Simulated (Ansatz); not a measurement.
HfO2 in space group P4_2/nmc (No. 137; Hf on 2a, O on 4d), the program Ansatz at the r²SCAN level (PAW). The conduction-band minimum lies at Γ, with 1 equivalent valley. Second derivatives d²E/dk² of the lowest band at one valley (eV·Å²), along Cartesian directions:

| direction | d²E/dk² |
|---|---|
| [100] | 8.515 |
| [010] | 8.515 |
| [001] | 7.526 |
| [110] | 8.518 |
| [101] | 8.021 |
| [011] | 8.021 |

### Question
Find the principal effective masses, the density-of-states mass and the conductivity mass.

### Answer
Off-diagonal terms follow from H_xy = H[110] − (H_xx + H_yy)/2, and m*/mₑ = 7.620 eV·Å² over each eigenvalue: 0.89, 0.90, 1.0. One valley's DOS mass (m₁m₂m₃)^(1/3) = 0.93, conductivity mass 3/(Σ 1/mᵢ) = 0.93 mₑ.

### Question
What effective density of states Nc follows at 300 K for parabolic valleys?

### Answer
Nc = 2.509e19 × 1 × (0.93)^(3/2) ≈ 2.3e19 cm⁻³.

### Question
With the computed static dielectric constant 122 (mean of the diagonal), estimate a hydrogenic donor's binding energy and radius.

### Answer
E = 13.606 eV × 0.93/122² ≈ 0.85 meV; a = 0.529 Å × ε/m* ≈ 69 Å. Semilocal masses tend to be too small when the gap is underestimated.

This is a known high-temperature phase of the composition, computed here at zero pressure and temperature. The r²SCAN relaxation kept the symmetry of its start; its stability against distortions is not shown here. The run is not spin-polarised. Scalar-relativistic: spin–orbit coupling is off unless named, which matters more the heavier the elements.

Potentials: the earlier of the program's two PAW sets. The files were generated under PBE; for other functionals the program regenerates the frozen cores, and for LDA and PBEsol the local potential too.
